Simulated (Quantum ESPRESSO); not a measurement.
GeSi3O8, input and log of a self-consistent run

Computed values, not a measurement. The program is pw.x of Quantum ESPRESSO 7.5 (plane-wave density functional theory). The cell is made up: 12 atoms on a fluorite lattice, with randomly drawn elements, strain and displacements, not relaxed. PseudoDojo standard norm-conserving files (v0.5 for PBE, v0.4.1 for LDA and PBEsol) set the functional; there is no spin polarisation, spin-orbit coupling or dispersion term, and the masses in the input are unused placeholders.

Input:

```
&control calculation='scf', pseudo_dir='./dojo.nc.sr.pbe.v0_5.standard.upf', outdir='./o', disk_io='low', tprnfor=.true., tstress=.true. /
&system ibrav=0, nat=12, ntyp=3, nbnd=43, ecutwfc=84.00895049, nosym=.true., tot_charge=0,
 occupations='smearing', smearing='fd', degauss=0.0018374661
/
&electrons conv_thr=7.350e-09, electron_maxstep=60, /
ATOMIC_SPECIES
Ge 1.0 Ge.upf
O 1.0 O.upf
Si 1.0 Si.upf
CELL_PARAMETERS angstrom
4.6291 0.0 0.0
0.0 4.6291 0.0
0.0 0.0 4.6342
ATOMIC_POSITIONS angstrom
Ge -0.0399 -0.0375 -0.006
Si 0.047 2.3244 2.2692
Si 2.3173 0.0293 2.3486
Si 2.328 2.2752 -0.0471
O 1.1239 1.1807 1.1266
O 1.2187 1.2475 3.5408
O 1.1583 3.4258 1.0578
O 1.2033 3.403 3.4477
O 3.4241 1.1351 1.1087
O 3.5176 1.0762 3.4092
O 3.4806 3.4284 1.2035
O 3.502 3.488 3.5367
K_POINTS automatic
5 5 5 1 1 1
```

The log is shortened where brackets say so; the opening notice, blank lines, dates and the lines on written files are dropped, and the path of the files is cut. It prints rydbergs, bohrs and kilobars, and counts compression as positive stress. With no partly filled state, the Fermi energy that it prints is only some level between the filled and the empty states on the mesh, and need not lie in the true gap.

```
     Program PWSCF v.7.5
     Parallel version (MPI & OpenMP), running on       4 processor cores
     Number of MPI processes:                 4
     Threads/MPI process:                     1
     [start-up lines left out]
     bravais-lattice index     =            0
     lattice parameter (alat)  =       8.7477  a.u.
     unit-cell volume          =     670.1384 (a.u.)^3
     number of atoms/cell      =           12
     number of atomic types    =            3
     number of electrons       =        74.00
     number of Kohn-Sham states=           43
     kinetic-energy cutoff     =      84.0090  Ry
     charge density cutoff     =     336.0358  Ry
     scf convergence threshold =      7.3E-09
     mixing beta               =       0.7000
     number of iterations used =            8  plain     mixing
     Exchange-correlation= PBE
                           (   1   4   3   4   0   0   0)
     [axes and pseudopotential details left out]
   Cartesian axes
     site n.     atom                  positions (alat units)
         1        Ge     tau(   1) = (  -0.0086194  -0.0081009  -0.0012961  )
         2        Si     tau(   2) = (   0.0101532   0.5021278   0.4902033  )
         3        Si     tau(   3) = (   0.5005941   0.0063295   0.5073556  )
         4        Si     tau(   4) = (   0.5029055   0.4914994  -0.0101748  )
         5        O      tau(   5) = (   0.2427902   0.2550604   0.2433734  )
         6        O      tau(   6) = (   0.2632693   0.2694908   0.7649003  )
         7        O      tau(   7) = (   0.2502214   0.7400575   0.2285109  )
         8        O      tau(   8) = (   0.2599425   0.7351321   0.7447884  )
         9        O      tau(   9) = (   0.7396902   0.2452097   0.2395066  )
        10        O      tau(  10) = (   0.7598885   0.2324858   0.7364715  )
        11        O      tau(  11) = (   0.7518956   0.7406191   0.2599857  )
        12        O      tau(  12) = (   0.7565185   0.7534942   0.7640146  )
     number of k points=    63  Fermi-Dirac smearing, width (Ry)=  0.0018
                       cart. coord. in units 2pi/alat
        k(    1) = (   0.1000000   0.1000000   0.0998899), wk =   0.0320000
        k(    2) = (   0.1000000   0.1000000   0.2996698), wk =   0.0320000
     [further k points left out]
     Dense  grid:    69807 G-vectors     FFT dimensions: (  54,  54,  54)
     Estimated max dynamical RAM per process >     192.44 MB
     Estimated total dynamical RAM >     718.62 MB
     Initial potential from superposition of free atoms
     starting charge      73.9973, renormalised to      74.0000
     Starting wfcs are   53 randomized atomic wfcs
     total cpu time spent up to now is        3.2 secs
     per-process dynamical memory:   155.3 Mb
     Self-consistent Calculation
     iteration #  1     ecut=    84.01 Ry     beta= 0.70
     Davidson diagonalization with overlap
     ethr =  1.00E-02,  avg # of iterations =  3.0
     total cpu time spent up to now is        9.8 secs
     total energy              =    -467.36186248 Ry
     estimated scf accuracy    <       2.72355395 Ry
     iteration #  2     ecut=    84.01 Ry     beta= 0.70
     Davidson diagonalization with overlap
     ethr =  3.68E-03,  avg # of iterations =  2.2
     total cpu time spent up to now is       16.4 secs
     total energy              =    -468.20317357 Ry
     estimated scf accuracy    <       1.85985328 Ry
     iteration #  3     ecut=    84.01 Ry     beta= 0.70
     Davidson diagonalization with overlap
     ethr =  2.51E-03,  avg # of iterations =  2.0
     total cpu time spent up to now is       22.9 secs
     total energy              =    -468.51669481 Ry
     estimated scf accuracy    <       0.01712741 Ry
     iteration #  4     ecut=    84.01 Ry     beta= 0.70
     Davidson diagonalization with overlap
     ethr =  2.31E-05,  avg # of iterations =  6.8
     total cpu time spent up to now is       32.2 secs
     total energy              =    -468.52552996 Ry
     estimated scf accuracy    <       0.01288844 Ry
     iteration #  5     ecut=    84.01 Ry     beta= 0.70
     Davidson diagonalization with overlap
     ethr =  1.74E-05,  avg # of iterations =  2.1
     total cpu time spent up to now is       38.2 secs
     total energy              =    -468.52658426 Ry
     estimated scf accuracy    <       0.00284806 Ry
     [iterations 6 to 7 left out]
     iteration #  8     ecut=    84.01 Ry     beta= 0.70
     Davidson diagonalization with overlap
     ethr =  1.32E-07,  avg # of iterations =  2.1
     total cpu time spent up to now is       57.2 secs
     total energy              =    -468.52658730 Ry
     estimated scf accuracy    <       0.00000461 Ry
     iteration #  9     ecut=    84.01 Ry     beta= 0.70
     Davidson diagonalization with overlap
     ethr =  6.23E-09,  avg # of iterations =  3.4
     total cpu time spent up to now is       63.7 secs
     total energy              =    -468.52658846 Ry
     estimated scf accuracy    <       0.00000202 Ry
     iteration # 10     ecut=    84.01 Ry     beta= 0.70
     Davidson diagonalization with overlap
     ethr =  2.73E-09,  avg # of iterations =  2.0
     total cpu time spent up to now is       69.0 secs
     total energy              =    -468.52658852 Ry
     estimated scf accuracy    <       0.00000029 Ry
     iteration # 11     ecut=    84.01 Ry     beta= 0.70
     Davidson diagonalization with overlap
     ethr =  3.87E-10,  avg # of iterations =  2.0
     total cpu time spent up to now is       75.2 secs
     total energy              =    -468.52658860 Ry
     estimated scf accuracy    <       0.00000001 Ry
     iteration # 12     ecut=    84.01 Ry     beta= 0.70
     Davidson diagonalization with overlap
     ethr =  1.62E-11,  avg # of iterations =  3.6
     total cpu time spent up to now is       81.7 secs
     End of self-consistent calculation
          k = 0.1000 0.1000 0.0999 (  8706 PWs)   bands (ev):
   -13.5582 -13.5369 -13.5188 -13.4635 -13.4539 -10.3778  -8.0113  -7.9285
    -7.8700  -5.9684  -5.8793  -5.8511  -4.4109   0.7485   1.1884   1.3394
     4.0787   4.1282   4.1724   4.2522   4.3146   4.4014   6.3395   6.4624
     6.5621   8.7156   9.4252   9.5807  10.3558  10.4887  10.5561  10.6309
    10.7572  10.8714  11.3366  11.4338  11.4933  13.4267  13.8903  14.1912
    14.7386  17.7326  17.9551
     [levels at the other k points left out]
     the Fermi energy is    12.2979 ev
!    total energy              =    -468.52658860 Ry
     estimated scf accuracy    <          7.2E-09 Ry
     smearing contrib. (-TS)   =      -0.00000000 Ry
     internal energy E=F+TS    =    -468.52658860 Ry
     The total energy is F=E-TS. E is the sum of the following terms:
     one-electron contribution =    -114.12799792 Ry
     hartree contribution      =     117.85521012 Ry
     xc contribution           =    -120.97202670 Ry
     ewald contribution        =    -351.28177410 Ry
     convergence has been achieved in  12 iterations
     Forces acting on atoms (cartesian axes, Ry/au):
     atom    1 type  1   force =     0.02834394    0.00506616    0.02317999
     atom    2 type  3   force =     0.00749321    0.00552480   -0.01056880
     atom    3 type  3   force =     0.01278954   -0.01155979   -0.01454134
     atom    4 type  3   force =    -0.01015132    0.01932758    0.02405952
     atom    5 type  2   force =    -0.00805245   -0.02177398    0.11185127
     atom    6 type  2   force =     0.02519184   -0.06269614   -0.05665937
     atom    7 type  2   force =     0.02369469    0.01452892    0.03375156
     atom    8 type  2   force =     0.01455361    0.07468951   -0.10856804
     atom    9 type  2   force =    -0.04281656    0.01320917   -0.01437594
     atom   10 type  2   force =    -0.00045784    0.06325055   -0.05862382
     atom   11 type  2   force =    -0.01559568   -0.01643285    0.07649324
     atom   12 type  2   force =    -0.03499299   -0.08313394   -0.00599827
     Total force =     0.260061     Total SCF correction =     0.000091
     Computing stress (Cartesian axis) and pressure
          total   stress  (Ry/bohr**3)                   (kbar)     P=       33.15
   0.00010007   0.00003502   0.00000730           14.72        5.15        1.07
   0.00003502   0.00034592   0.00004036            5.15       50.89        5.94
   0.00000730   0.00004036   0.00023007            1.07        5.94       33.85
     init_run     :      2.89s CPU      3.03s WALL (       1 calls)
     electrons    :     77.78s CPU     78.57s WALL (       1 calls)
     forces       :      1.33s CPU      1.34s WALL (       1 calls)
     stress       :      4.13s CPU      4.13s WALL (       1 calls)
     [timing details left out]
     PWSCF        :   1m26.30s CPU   1m27.27s WALL
     JOB DONE.
```

In other units: free energy -6374.629 eV for the cell, pressure 3.32 GPa, largest force component 2.876 eV/Å. A rerun of the same cell at another strain at a cutoff of 1437 eV and k mesh 7 x 7 x 7 moved values by no more than 0.002 eV in energy, 0.05 GPa in stress and 0.003 eV/Å in force.